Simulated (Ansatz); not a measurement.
# K3ScBr6: zone-centre modes

The calculation used DFT PBEsol, scalar-relativistic, plane waves, PAW (Ansatz). Settings: plane waves to 420 eV, k-mesh 4×4×4 (Γ-centred), Gaussian smearing 0.05 eV. No spin polarisation.

The starting cell (relaxed at this level; it needn't be the usual structure):

```
K Sc Br
1.0
     0.00000    5.64716    5.64716
     5.64716    0.00000    5.64716
     5.64716    5.64716    0.00000
K Sc Br
3 1 6
Direct
  0.75000 0.75000 0.75000
  0.25000 0.25000 0.25000
  0.50000 0.50000 0.50000
  0.00000 0.00000 0.00000
  0.76872 0.23128 0.23128
  0.23128 0.23128 0.76872
  0.23128 0.76872 0.76872
  0.23128 0.76872 0.23128
  0.76872 0.23128 0.76872
  0.76872 0.76872 0.23128
```

Harmonic modes by finite displacements of 0.02 Å, without the LO–TO term.

**Question.** At this geometry, is the structure stable against these modes?

**Answer.** No: 9 modes are unstable, the strongest at 46i cm⁻¹.

**Question.** List the wavenumbers in cm⁻¹.

**Answer.** 46i, 46i, 46i, 41i, 41i, 41i, 40i, 40i, 40i, 0, 0, 0, 29, 29, 29, 79, 79, 79, 79, 79, 79, 146, 146, 170, 170, 170, 186, 250, 250, 250.

Cost: 1 run of about 2.1 core-minutes, on Arm Neoverse V2 (shared hosts).